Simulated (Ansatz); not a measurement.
SnO$_{2}$:
```yaml
crystal:
  lattice:
    - [3.55759, 0.00000, 0.00000]
    - [0.00000, 3.55759, 0.00000]
    - [0.00000, 0.00000, 5.40319]
  atoms:
    - { symbol: Sn, position: [0.00000, 0.00000, 0.00000] }
    - { symbol: Sn, position: [0.50000, 0.50000, 0.50000] }
    - { symbol: O, position: [0.00000, 0.50000, 0.18205] }
    - { symbol: O, position: [0.00000, 0.50000, 0.68205] }
    - { symbol: O, position: [0.50000, 0.00000, 0.31795] }
    - { symbol: O, position: [0.50000, 0.00000, 0.81795] }
```

Relaxed with PBEsol. Special points in fractions of this cell's reciprocal vectors: Γ (0.000, 0.000, 0.000); X (0.000, 0.500, 0.000); M (0.500, 0.500, 0.000); Z (0.000, 0.000, 0.500); R (0.000, 0.500, 0.500); A (0.500, 0.500, 0.500).

### Question
List the band energies nearest the valence-band maximum at these points for PBEsol (plane waves, PAW; program Ansatz).

### Answer
In eV from the valence-band maximum; about four levels below and three above (degenerate sets whole), none deeper than 8.9 eV; … stands for higher levels left out; points with the same levels are listed once.

```csv
k,below,above
Γ,-0.78 -0.53 -0.10 -0.10,0.93 4.05 7.27
X,-1.19 -1.19 -0.49 -0.49,4.53 4.53 7.73 7.73
M,-0.39 -0.39 0.00 0.00,5.51 5.51 7.37 7.37
Z,-1.10 -1.10 -0.06 -0.06,3.50 3.50 6.42 6.42
R,-1.34 -1.34 -1.32 -1.32,4.82 4.82 8.40 8.40
A,-0.40 -0.40 -0.35 -0.35,5.91 5.91 …
```

Space group P4_2/nmc. The cell is a constructed one: a structure type filled with these elements; neither database checked (COD, Materials Project) lists it. It is not the phase usual at ambient conditions (space group No. 136). The PBEsol relaxation kept the symmetry of its start. At this level the phase is mechanically unstable. Scalar-relativistic: spin–orbit coupling is off unless named, which matters more the heavier the elements.

Potentials: the later of the program's two PAW sets.
